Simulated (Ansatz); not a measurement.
## Formation energy of AuCu3-type GdCo3

The computed numbers are results of PBEsol, scalar-relativistic (collinear spin) in the plane-wave PAW code Ansatz at 420 eV, 8×8×8 k-mesh, Gaussian smearing of 0.05 eV. The datasets are Ansatz's generated set soft_2.

The start was a prototype's sites filled with these elements, not a measured cell.

The structure is cubic, space group Pm-3m (No. 221). Conventional cell: a = 3.797 Å, b = 3.797 Å, c = 3.797 Å, α = 90.00°, β = 90.00°, γ = 90.00°. Gd (site symmetry m-3m) is surrounded by 12 Co at 2.68 Å. Co (site symmetry 4/mmm) is surrounded by 4 Gd at 2.68 Å and 8 Co at 2.68 Å. (Neighbours are counted to 15 % beyond the shortest distance.)

The elements were computed in their standard states with the same datasets, cutoff and functional. The compound's run is ferrimagnetic, with site spin moments Gd 6.97; Co -1.20 μB. Total energies depend on the potentials used, so only differences within one code and one set of settings carry meaning.

Energy of the relaxed cell (4 atoms, smearing extrapolated to zero): -24506.161 eV. Elements, in eV/atom: Gd -9227.984, Co -5092.993.

Task: What is the formation energy?

Result: [-24506.161 − (1 × -9227.984 + 3 × -5092.993)] / 4 = 0.20 eV/atom, or 19 kJ per mole of atoms.

The value is for 0 K, without zero-point energy. A positive value means that this structure is unstable even against the elements at this level.

Without a U the 4f levels of Gd lie too near the Fermi level, so their share of the states there, and what hangs on it, is overstated. These numbers lack spin–orbit coupling. Site moments are of spin, integrated over atomic spheres. The antiparallel order was set by the start and isn't a prediction.
